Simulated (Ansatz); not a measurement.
Input file for Ansatz (an electronic-structure program):

Ansatz 0.2 input:
```yaml
crystal:
  lattice:
    - [3.40374494, 0.0, 0.0]
    - [-1.70187247, 2.947729586, 0.0]
    - [0.0, 0.0, 5.3759469778]
  atoms:
    - { symbol: Sc, position: [0.3333333333, 0.6666666667, 0.5243931633] }
    - { symbol: Ge, position: [0.6666666667, 0.3333333333, 0.9982030855] }
    - { symbol: C, position: [0.3333333333, 0.6666666667, 0.0946583447] }
    - { symbol: N, position: [0.6666666667, 0.3333333333, 0.6327354065] }
kpoints:
  mp_grid: { grid: [8, 8, 4] }
  band_path:
    path:
      - [[0.0, 0.0, 0.0], [0.5, 0.0, 0.0], [0.3333333333, 0.3333333333, 0.0], [0.0, 0.0, 0.0], [0.0, 0.0, 0.5], [0.5, 0.0, 0.5], [0.3333333333, 0.3333333333, 0.5], [0.0, 0.0, 0.5]]  # Γ-M-K-Γ-A-L-H-A
      - [[0.5, 0.0, 0.5], [0.5, 0.0, 0.0]]  # L-M
      - [[0.3333333333, 0.3333333333, 0.5], [0.3333333333, 0.3333333333, 0.0]]  # H-K
      - [VBM, CBM]
    npoints: 8
basis: { xc_grid: 2 }
hamiltonian:
  xc: pbe
  pseudopotentials: { azcp: { folder: ./paw }, kind: paw_fr }
magnetization: { noncollinear: true, spin_orbit: true }
scf:
  n_extra_bands: 12
  convergence: { dr2_threshold: 0.0000000001 }
  occupations: { method: gaussian, width: 0.01 }
checkpoint: { write: soc.run }
output: { eigenvalues: true }
```

Output (shortened):

```
Pseudopotential: Sc, paw, valence charge 11
Pseudopotential: Ge, paw, valence charge 14
Pseudopotential: C, paw, valence charge 4
Pseudopotential: N, paw, valence charge 5
Functional definition: PBE
non-collinear run that drives no moment, with spin-orbit …
Crystal: 4 atoms, lattice volume = 53.939 Å³
Basis set: ecut = 420 eV, 1085 PW (Γ), exchange–correlation on 48×48×72 points (8 copies of the dense FFT grid, shifted against one another)
Bands: 46, of which v1, the nominal top of the filled ones, is band 34 counted from 1 (33 counted from 0)
Symmetry: 6 space group operations + 6 with time reversal
k-points: 35 of 256 (time reversal used)
Projection manifold: j_resolved (fully-relativistic pseudo-atomic orbitals)
SCF iter   1: F=—  HF=-7069.776538 eV  |F-HF|=—  |Δ(HF+E_count)|=         —  Δρ=9.93e-2  dr2=7.52e0  dr2_m=0.00e0 (ungated)  ethr=3.10e-3  |M|=0.00e0 ∫|m|=0.00e0 μB  |m|>n=0.0e0 m-floor=0.0e0 τ_xc=0.0e0  β_m=0.30  ⟨swp⟩=6.1  Hψ=6781  notcnv=0  defer=4
preconditioner: auto → Resta (q_TF=auto, 2.526 Å⁻¹)
spin=Noncollinear: Resta preconditioning applied to the charge; magnetization (m_x, m_y, m_z) channels mix plain (no charge-response kernel on spin).
SCF iter   2: F=—  HF=-7068.210386 eV  |F-HF|=—  |Δ(HF+E_count)|=    1.57e0  Δρ=5.29e-2  dr2=2.16e0  dr2_m=0.00e0 (ungated)  ethr=3.10e-3  |M|=0.00e0 ∫|m|=0.00e0 μB  |m|>n=0.0e0 m-floor=0.0e0 τ_xc=0.0e0  β_m=0.44  ⟨swp⟩=2.3  Hψ=2687  notcnv=0  defer=194
SCF iter   3: F=—  HF=-7067.671176 eV  |F-HF|=—  |Δ(HF+E_count)|=   5.39e-1  Δρ=2.01e-2  dr2=2.19e-1  dr2_m=0.00e0 (ungated)  ethr=3.10e-3  |M|=0.00e0 ∫|m|=0.00e0 μB  |m|>n=0.0e0 m-floor=0.0e0 τ_xc=0.0e0  β_m=0.53  ⟨swp⟩=3.0  Hψ=2469  notcnv=0  defer=192
SCF iter   4: F=—  HF=-7067.655173 eV  |F-HF|=—  |Δ(HF+E_count)|=   1.60e-2  Δρ=8.81e-3  dr2=3.09e-2  dr2_m=0.00e0 (ungated)  ethr=6.43e-4  |M|=0.00e0 ∫|m|=0.00e0 μB  |m|>n=0.0e0 m-floor=0.0e0 τ_xc=0.0e0  β_m=0.66  ⟨swp⟩=2.9  Hψ=2470  notcnv=0  defer=186
SCF iter   5: F=—  HF=-7067.659220 eV  |F-HF|=—  |Δ(HF+E_count)|=   4.05e-3  Δρ=2.53e-3  dr2=4.60e-3  dr2_m=0.00e0 (ungated)  ethr=9.09e-5  |M|=0.00e0 ∫|m|=0.00e0 μB  |m|>n=0.0e0 m-floor=0.0e0 τ_xc=0.0e0  β_m=0.62  ⟨swp⟩=2.0  Hψ=2193  notcnv=0  defer=186
SCF iter   6: F=—  HF=-7067.659461 eV  |F-HF|=—  |Δ(HF+E_count)|=   2.41e-4  Δρ=8.78e-4  dr2=3.81e-4  dr2_m=0.00e0 (ungated)  ethr=1.35e-5  |M|=0.00e0 ∫|m|=0.00e0 μB  |m|>n=0.0e0 m-floor=0.0e0 τ_xc=0.0e0  β_m=0.81  ⟨swp⟩=2.3  Hψ=2228  notcnv=0  defer=186
SCF iter   7: F=—  HF=-7067.659911 eV  |F-HF|=—  |Δ(HF+E_count)|=   4.50e-4  Δρ=1.76e-4  dr2=1.93e-5  dr2_m=0.00e0 (ungated)  ethr=1.12e-6  |M|=0.00e0 ∫|m|=0.00e0 μB  |m|>n=0.0e0 m-floor=0.0e0 τ_xc=0.0e0  β_m=0.88  ⟨swp⟩=2.9  Hψ=2766  notcnv=0  defer=186
SCF iter   8: F=—  HF=-7067.659927 eV  |F-HF|=—  |Δ(HF+E_count)|=   1.51e-5  Δρ=7.16e-5  dr2=2.74e-6  dr2_m=0.00e0 (ungated)  ethr=5.67e-8  |M|=0.00e0 ∫|m|=0.00e0 μB  |m|>n=0.0e0 m-floor=0.0e0 τ_xc=0.0e0  β_m=0.75  ⟨swp⟩=2.0  Hψ=2334  notcnv=0  defer=186
SCF iter  13: F=-7067.659927 eV  HF=-7067.659927 eV  |F-HF|=1.82e-11  |Δ(HF+E_count)|=  7.28e-12  Δρ=2.01e-7  dr2=2.02e-11  dr2_m=0.00e0 (ungated)  ethr=1.00e-12  |M|=0.00e0 ∫|m|=0.00e0 μB  |m|>n=0.0e0 m-floor=0.0e0 τ_xc=0.0e0  ⟨swp⟩=8.2  Hψ=6071  notcnv=0
SCF 1 converged in 13 iterations: F = -7067.659927 eV  dr2 = 2.02e-11
NSCF: frozen V_eff on 34 k-points
NSCF: frozen V_eff on 34 k-points
NSCF: frozen V_eff on 34 k-points
NSCF: frozen V_eff on 34 k-points
NSCF: frozen V_eff on 34 k-points
NSCF: frozen V_eff on 12 k-points
NSCF: frozen V_eff on 19 k-points
NSCF: frozen V_eff on 20 k-points
NSCF: frozen V_eff on 25 k-points
NSCF: frozen V_eff on 8 k-points
NSCF: frozen V_eff on 14 k-points
NSCF: frozen V_eff on 6 k-points
NSCF: frozen V_eff on 14 k-points
NSCF: frozen V_eff on 4 k-points
NSCF: frozen V_eff on 14 k-points
NSCF: frozen V_eff on 6 k-points
NSCF: frozen V_eff on 5 k-points
NSCF: frozen V_eff on 84 k-points
SCF converged after 13 iterations
Magnetization: |M| = 0.0000 μB,  M = (+0.0000, +0.0000, +0.0000) μB
Absolute magnetization: 0.0000 μB (∫|m|)
  site 0: m = (+0.0000, +0.0000, +0.0000) μB, |m| = 0.0000 μB  (R = 0.85 Å)
  site 1: m = (+0.0000, +0.0000, +0.0000) μB, |m| = 0.0000 μB  (R = 0.81 Å)
  site 2: m = (+0.0000, +0.0000, +0.0000) μB, |m| = 0.0000 μB  (R = 0.84 Å)
  site 3: m = (+0.0000, +0.0000, +0.0000) μB, |m| = 0.0000 μB  (R = 0.81 Å)
Free energy (F): -7067.659927 eV
Harris-Foulkes:  -7067.659927 eV  (|F-HF|=1.82e-11)
Internal energy: -7067.659927 eV  (E = F + TS)
E sigma→0 (E₀):  -7067.659927 eV
Fermi energy:    10.335942 eV
--- Per-component energies (eV) ---
  E_band       = -254.990460
  E_kinetic    = 515.623447
  E_local      = -3193.895464  (includes V_loc(G=0)·N_el)
  E_nonlocal   = 420.525402
  E_hartree    = 1402.344357
  E_xc         = -264.187512
  E_vxc        = -304.439592  (∫ρ·V_xc dr)
  E_paw        = -3235.303148  (= ΣΔE_a)
  E_vpaw       = -497.493918  (= ΣTr[D̂ρ^β])
  E_aug_tail   = 0.000984  (compensation charges beyond the density's cutoff)
  E_ewald      = -2712.767992
  E_smearing   =  0.000000  (= −TS)
  E_closure    = 0.000000  (closes the sum)
  Σ components = -7067.659927   (vs F -7067.659927, Δ=0.00e0)
  [band-id]    e_kinetic+e_local+e_nonlocal+2·e_hartree+e_vxc+e_vpaw+e_augmentation_tail = -254.990427   (vs E_band -254.990460, Δ=3.26e-5)
--- Band table (eV; the first three rows and the last of 35) ---
  k-point 0: bands = ["-38.4695", "-38.4695", "-17.4462", "-17.4462", "-16.9725", "-16.9725", "-16.8858", "-16.8858", "-14.7956", "-14.7956", "-14.7500", "-14.7500", "-14.2297", "-14.2297", "-14.1703", "-14.1703", "-14.1671", "-14.1671", "-4.8582", "-4.8582", …
  k-point 1: bands = ["-38.4695", "-38.4695", "-17.4472", "-17.4472", "-16.9738", "-16.9738", "-16.8858", "-16.8858", "-14.7953", "-14.7953", "-14.7501", "-14.7500", "-14.2293", "-14.2293", "-14.1703", "-14.1702", "-14.1671", "-14.1671", "-4.7351", "-4.7351", …
  k-point 2: bands = ["-38.4695", "-38.4695", "-17.4482", "-17.4482", "-16.9751", "-16.9751", "-16.8858", "-16.8858", "-14.7949", "-14.7949", "-14.7501", "-14.7501", "-14.2289", "-14.2289", "-14.1702", "-14.1702", "-14.1672", "-14.1672", "-4.5892", "-4.5892", …
  k-point 34: bands = ["-38.4335", "-38.4335", "-17.6267", "-17.5461", "-17.1876", "-17.0802", "-17.0192", "-16.9985", "-14.7897", "-14.7875", "-14.7473", "-14.7301", "-14.2214", "-14.2174", "-14.1797", "-14.1739", "-14.1581", "-14.1368", "-3.5386", …
```

Cost: very roughly 90 core-seconds on shared cores.

Space group P3m1. The start of the workflow was typed in or built on a structure type; neither database checked (COD, Materials Project) lists it. Whether it is the stable phase at ambient conditions was not checked. The cell was relaxed with PBE under the symmetry of its start; its stability against distortions is not shown here. No spin polarisation was allowed.

Potentials: the earlier of the program's two PAW sets.

Ansatz is a plane-wave DFT program.
